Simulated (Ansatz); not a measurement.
A plane-wave DFT run in Ansatz 0.2.0 (scalar-relativistic PAW potentials unless the input names others): input and command.

```yaml
crystal:
  lattice:
    - [2.7748915361, 0.0, 0.0]
    - [-1.3874457681, 2.403126563, 0.0]
    - [0.0, 0.0, 4.4841313197]
  atoms:
    - { symbol: Re, position: [0.3333333333, 0.6666666667, 0.75] }
    - { symbol: Re, position: [0.6666666667, 0.3333333333, 0.25] }
basis:
  ecutwfc: 420
kpoints:
  mp_grid: { grid: [18, 18, 10] }
hamiltonian:
  xc: pbe
scf:
  occupations: { method: gaussian, width: 0.1 }
  max_iter: 80
output:
  forces: true
  eigenvalues: true
  stress: true
magnetization:
  spin_polarized: true
  initial_magnetization: 40
```

```bash
ansatz run input.yaml --threads 4 --pin off --max-ram 10240MiB --backend cpu --events-out ev --progress --plain --runs-dir out
```

Abridged log:
```
Warning: where an SCF of this run starts from atoms to list the orders of its open shells, Re (sites 0, 1, from 0) starts with 5.00 μB on its 5d shell, in the place of the 20.00 μB that the deck gives it: its open shells can hold no more by Hund's first rule. To start from spheres of the given moment, type scf.initial_density.shell_occupations: []
Basis set: ecut = 420 eV, 579 PW (Γ), exchange–correlation on 40×40×60 points (8 copies of the dense FFT grid, shifted against one another)
Bands: 42, of which v1, the nominal top of the filled ones, is band 15 counted from 1 (14 counted from 0)
Symmetry: 24 space group operations
k-points: 222 of 3240
SCF iter   1: F=—  HF=-21739.126161 eV  |F-HF|=—  |Δ(HF+E_count)|=         —  Δρ=2.17e-1 (↑2.17e-1 ↓1.79e-1)  dr2=1.13e0  dr2_m=1.06e1  M=0.968 μB ∫|m|=0.976 μB  β_m=0.30  ethr=3.10e-3  ⟨swp⟩=6.1  Hψ=86922  notcnv=0  defer=466
Mixer restart at iter 1: flushing history
SCF iter   2: F=—  HF=-21737.450020 eV  |F-HF|=—  |Δ(HF+E_count)|=    1.68e0  Δρ=1.55e-1 (↑1.55e-1 ↓1.28e-1)  dr2=6.27e-1  dr2_m=5.39e0  M=0.759 μB ∫|m|=0.763 μB  β_m=0.65  ethr=3.10e-3  ⟨swp⟩=2.0  Hψ=27428  notcnv=0  defer=2660
SCF iter   3: F=—  HF=-21736.143183 eV  |F-HF|=—  |Δ(HF+E_count)|=    1.31e0  Δρ=6.36e-3 (↑6.36e-3 ↓5.10e-3)  dr2=8.12e-3  dr2_m=6.78e-3  M=0.068 μB ∫|m|=0.070 μB  β_m=0.72  ethr=2.09e-3  ⟨swp⟩=2.2  Hψ=30468  notcnv=0  defer=4210
SCF iter   4: F=—  HF=-21736.154172 eV  |F-HF|=—  |Δ(HF+E_count)|=   1.10e-2  Δρ=2.07e-3 (↑1.76e-3 ↓2.07e-3)  dr2=1.55e-4  dr2_m=9.37e-4  M=0.027 μB ∫|m|=0.028 μB  β_m=0.75  ethr=2.71e-5  ⟨swp⟩=2.1  Hψ=26665  notcnv=0  defer=4192
SCF iter   5: F=—  HF=-21736.156534 eV  |F-HF|=—  |Δ(HF+E_count)|=   2.36e-3  Δρ=6.81e-4 (↑6.81e-4 ↓4.13e-4)  dr2=8.07e-5  dr2_m=6.77e-5  M=0.007 μB ∫|m|=0.008 μB  β_m=0.83  ethr=5.17e-7  ⟨swp⟩=2.0  Hψ=25355  notcnv=0  defer=4192
SCF iter   6: F=—  HF=-21736.156729 eV  |F-HF|=—  |Δ(HF+E_count)|=   1.95e-4  Δρ=7.42e-5 (↑7.42e-5 ↓6.45e-5)  dr2=1.24e-6  dr2_m=8.23e-7  M=0.001 μB ∫|m|=0.001 μB  β_m=0.87  ethr=2.69e-7  ⟨swp⟩=2.6  Hψ=24100  notcnv=0  defer=4196
SCF iter   7: F=—  HF=-21736.156730 eV  |F-HF|=—  |Δ(HF+E_count)|=   9.69e-7  Δρ=1.69e-5 (↑1.69e-5 ↓1.02e-5)  dr2=7.81e-8  dr2_m=3.33e-8  M=0.000 μB ∫|m|=0.000 μB  β_m=0.84  ethr=4.13e-9  ⟨swp⟩=2.3  Hψ=23728  notcnv=0  defer=4196
SCF iter   8: F=—  HF=-21736.156730 eV  |F-HF|=—  |Δ(HF+E_count)|=   4.57e-8  Δρ=3.08e-6 (↑2.61e-6 ↓3.08e-6)  dr2=8.55e-10  dr2_m=1.98e-9  M=0.000 μB ∫|m|=0.000 μB  β_m=0.89  ethr=2.60e-10  ⟨swp⟩=2.5  Hψ=24386  notcnv=0  defer=4196
SCF iter   9: F=—  HF=-21736.156730 eV  |F-HF|=—  |Δ(HF+E_count)|=   4.58e-9  Δρ=4.96e-7 (↑4.15e-7 ↓4.96e-7)  dr2=5.02e-11  dr2_m=4.30e-11  M=0.000 μB ∫|m|=0.000 μB  β_m=0.91  ethr=2.85e-12  ⟨swp⟩=2.0  Hψ=24683  notcnv=0  defer=4196
SCF iter  10: F=-21736.156730 eV  HF=-21736.156730 eV  |F-HF|=0.00e0  |Δ(HF+E_count)|=  1.49e-10  Δρ=8.26e-8 (↑8.26e-8 ↓6.01e-8)  dr2=2.80e-12  dr2_m=7.50e-13  M= 0.000 μB ∫|m|=0.000 μB  ethr=1.00e-12  ⟨swp⟩=6.6  Hψ=73903  notcnv=0
SCF 1 converged in 10 iterations: F = -21736.156730 eV  dr2 = 2.80e-12
WARN: the starting moments were not kept: the SCF closed with an absolute magnetisation of 8.0e-7 μB, where they sum to 40 μB in size (2 sites). That is at most 0.1 of that sum. Measured as dr2_m measures the in/out step, that magnetisation stands 6.8e-14 eV from none, at or under the dr2_threshold of 1.0e-7 eV: it is no larger than a step whose dr2_m would equal this threshold. The system may hold no moment; this SCF shows only that its start led to no more than that. To try another start: raise the starting moments (crystal.atoms[].spin, magnetization.per_species, magnetization.initial_magne ...
SCF converged after 10 iterations
Magnetization:  0.0000 μB (15.0000 up, 15.0000 down)
Absolute magnetization: 0.0000 μB (∫|ρ↑−ρ↓|, with the PAW one-centre terms)
Spin contamination: 0.0000 ħ² per cell (⟨S²⟩ above its minimum at these occupations)
Per-site moments (μB) at R_I (Å): [(1.82947577e-8, 1.13670007), (1.82947577e-8, 1.13670007)]
Free energy (F): -21736.156730 eV
Harris-Foulkes:  -21736.156730 eV  (|F-HF|=0.00e0)
Internal energy: -21736.148495 eV  (E = F + TS)
E sigma→0 (E₀):  -21736.152613 eV
Entropy (-TS):   -0.008235 eV (-4.117 meV/atom)
Fermi energy:    23.529092 eV
--- Forces (eV/Å), atoms counted from 1 ---
  atom   1  Re     0.00000000     0.00000000     0.00000000
  atom   2  Re     0.00000000     0.00000000     0.00000000
--- Stress (GPa, compression-positive) ---
       -0.018532       0.000000       0.000000
        0.000000      -0.018532       0.000000
        0.000000       0.000000       0.000781
  P = ⅓ Tr σ = -0.0121 GPa (-0.121 kbar)
```

One setting here is risky: magnetization: left out → {"spin_polarized": true, "initial_magnetization": 40} (in general: an impossible spin). For this cell it did little harm: the run converged in 10 SCF iterations with the reference's energy to 0.01 meV/atom, pressure -0.01 GPa, largest force 0.000 eV/Å, no gap on the mesh. A reference run of the same geometry without this change converged with pressure -0.01 GPa, largest force 0.000 eV/Å, no gap on the mesh.

Spin-orbit coupling is left out, which matters for the bands of heavy elements.

It took 5.6 s on 4 threads of Intel(R) Xeon(R) Platinum 8488C (Sapphire Rapids), on a shared host, peak memory 0.69 GiB.
